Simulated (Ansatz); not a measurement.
Bi2Se3, one structure, two calculations

Cell: a structure deposited in the COD, its atoms then relaxed with PBE in this cell.

```
Bi Se
1.0
     1.96496    1.13447    9.14266
    -1.96496    1.13447    9.14266
     0.00000   -2.26894    9.14266
Bi Se
2 3
Direct
  0.59732 0.59732 0.59732
  0.40268 0.40268 0.40268
  0.79544 0.79544 0.79544
  0.20456 0.20456 0.20456
  0.00000 0.00000 0.00000
```

Sites (sets of like atoms) are named by element and the number of their first atom in this list.

First run. Level of theory: DFT, PBE, plane waves and PAW, scalar-relativistic, 420 eV cutoff, Γ-centred 14×14×14 k-points, Fermi–Dirac smearing 0.05 eV (Ansatz 0.2.0).

```csv
site,atom,V_zz (10²¹ V/m²),η
Bi,1,2.53,0.00
Se3,3,4.21,0.00
Se5,5,9.43,0.00
```

Second run. The same atoms and settings, except that the functional is r2SCAN and the cutoff is 500 eV.

Task: What does the second run give?

Result: 

```
site  atom  V_zz     η  change of V_zz
  Bi     1  3.01  0.00           +0.48
 Se3     3  3.73  0.00           -0.48
 Se5     5  9.58  0.00           +0.15
```

The largest change of V_zz is on Se3, from 4.21 to 3.73. In per cent, |V_zz| changes by +19 on Bi, -11 to +2 on Se (all sites that start above 2). The first run finds no gap above 0.1 eV, the second does.

Spin–orbit coupling is left out, which shifts gradients on Bi by a few per cent in wide-gap crystals, and can shift them far more where the calculated gap is small or absent, as here.
For the first run: At this cell the PBE pressure is 12 GPa, so with PBE the cell would grow if it were relaxed. The entry's cell may itself be off. With no gap above 0.1 eV, as in a metal, the gradients converge slowly in k; expect changes of a tenth or more on a denser mesh. Semilocal functionals make gaps too small and can close them, so the real compound need not be a metal.
For the second run: At this cell the r2SCAN pressure is 11 GPa, so with r2SCAN the cell would grow if it were relaxed. The entry's cell may itself be off. The largest force is 0.4 eV/Å, so the atoms aren't at the calculated equilibrium and relaxing them would move these values. With a gap of 0.25 eV under a smearing of 0.05 eV the band edges are partly filled, so small gradients can hang on the smearing and the k-mesh.
